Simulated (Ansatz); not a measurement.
LaBRh3:
```
CELL_PARAMETERS angstrom
      4.25748     0.00000     0.00000
      0.00000     4.25748     0.00000
      0.00000     0.00000     4.25748
ATOMIC_POSITIONS crystal
  La 0.00000 0.00000 0.00000
  Rh 0.00000 0.50000 0.50000
  Rh 0.50000 0.00000 0.50000
  Rh 0.50000 0.50000 0.00000
  B  0.50000 0.50000 0.50000
```

Relaxed with r²SCAN. Special points in fractions of this cell's reciprocal vectors: Γ (0.000, 0.000, 0.000); X (0.000, 0.500, 0.000); M (0.500, 0.500, 0.000); R (0.500, 0.500, 0.500).

**Question.** List the band energies nearest the Fermi level at these points for the program Ansatz at the r²SCAN with spin–orbit coupling level (PAW).

**Answer.** In eV from the Fermi level; about four levels below and three above (degenerate sets whole), none deeper than 8.9 eV; points with the same levels are listed once.

```json
[
 {"k": "Γ", "below": "-0.60 -0.60 -0.60 -0.60 -0.47 -0.47", "above": "0.16 0.16 0.17 0.17"},
 {"k": "X", "below": "-0.99 -0.99 -0.78 -0.78", "above": "0.28 0.28 1.83 1.83"},
 {"k": "M", "below": "-1.07 -1.07 -0.30 -0.30", "above": "1.64 1.64 1.86 1.86"},
 {"k": "R", "below": "-1.42 -1.42 -1.42 -1.42 -0.01 -0.01", "above": "0.10 0.10 0.10 0.10"}
]
```

Space group Pm-3m (cubic perovskite). The workflow started from an entry of the Crystallography Open Database (COD). Whether it is the stable phase at ambient conditions was not checked. The cell was relaxed with r²SCAN under the symmetry of its start; its stability against distortions is not shown here. No spin polarisation was allowed.

Potentials: the later of the program's two PAW sets.
